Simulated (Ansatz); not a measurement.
Pd (fcc (Cu type), Fm-3m) under volume change, PBEsol (plane waves, PAW; program Ansatz), scaled uniformly.

```json
[
 {"V (Å³/atom)": "13.235", "E − E(relaxed) (meV/atom)": "92.3", "P (GPa)": "24.97"},
 {"V (Å³/atom)": "13.672", "E − E(relaxed) (meV/atom)": "38.3", "P (GPa)": "15.02"},
 {"V (Å³/atom)": "14.108", "E − E(relaxed) (meV/atom)": "9.0", "P (GPa)": "6.79"},
 {"V (Å³/atom)": "14.544", "E − E(relaxed) (meV/atom)": "0.0", "P (GPa)": "0.00"},
 {"V (Å³/atom)": "14.981", "E − E(relaxed) (meV/atom)": "7.9", "P (GPa)": "-5.60"},
 {"V (Å³/atom)": "15.417", "E − E(relaxed) (meV/atom)": "29.6", "P (GPa)": "-10.20"},
 {"V (Å³/atom)": "15.853", "E − E(relaxed) (meV/atom)": "62.6", "P (GPa)": "-13.96"}
]
```

Task: What does a third-order Birch–Murnaghan fit give for V₀, B₀ and B′?

Result: V₀ = 14.54 Å³/atom, B₀ = 205 GPa, B′ = 5.4.

The PBEsol relaxation kept the symmetry of its start. The workflow began spin-polarised and lost its moments. The cell computed holds one magnetic atom, so no antiferromagnetic order was within reach.

Potentials: the earlier of the program's two PAW sets.
